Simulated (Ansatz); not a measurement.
Ti:
Space group P6/mmm (No. 191); a = 4.5682 Å, b = 4.5682 Å, c = 2.8243 Å, α = 90.00°, β = 90.00°, γ = 120.00°

```
atom  site  symmetry       x       y       z
----  ----  --------  ------  ------  ------
Ti      1a     6/mmm  0.0000  0.0000  0.0000
Ti      2d      -6m2  0.3333  0.6667  0.5000
```

Relaxed with r²SCAN.

**Question.** Tabulate the valence density and the electron localisation function along the shortest Ti–Ti contact (2.64 Å), r²SCAN in the plane-wave PAW code Ansatz.

**Answer.** 

| distance from Ti (Å) | density (e/Å³) | ELF |
|---|---|---|
| 0.26 | 9.18 | 0.21 |
| 0.40 | 7.39 | 0.51 |
| 0.53 | 4.94 | 0.66 |
| 0.66 | 2.66 | 0.64 |
| 0.79 | 1.17 | 0.46 |
| 0.92 | 0.52 | 0.21 |
| 1.06 | 0.30 | 0.10 |
| 1.19 | 0.22 | 0.09 |
| 1.32 | 0.21 | 0.09 |
| 1.45 | 0.22 | 0.09 |
| 1.58 | 0.30 | 0.10 |
| 1.71 | 0.52 | 0.21 |
| 1.85 | 1.17 | 0.46 |
| 1.98 | 2.66 | 0.64 |
| 2.11 | 4.94 | 0.66 |
| 2.24 | 7.39 | 0.51 |
| 2.37 | 9.18 | 0.21 |

The density is the valence pseudo-density with augmentation charge, so density and ELF within about 1 Å of a nucleus are not all-electron values.

This is a known high-pressure phase of the composition, computed here at zero pressure and temperature. Symmetry was held in the r²SCAN relaxation; of distortions, only those at the zone centre were tested. The run is not spin-polarised. Axis ratios of metals converge slowly with the k-mesh, so a and c are less sure than the volume.

Potentials: the later of the program's two PAW sets.
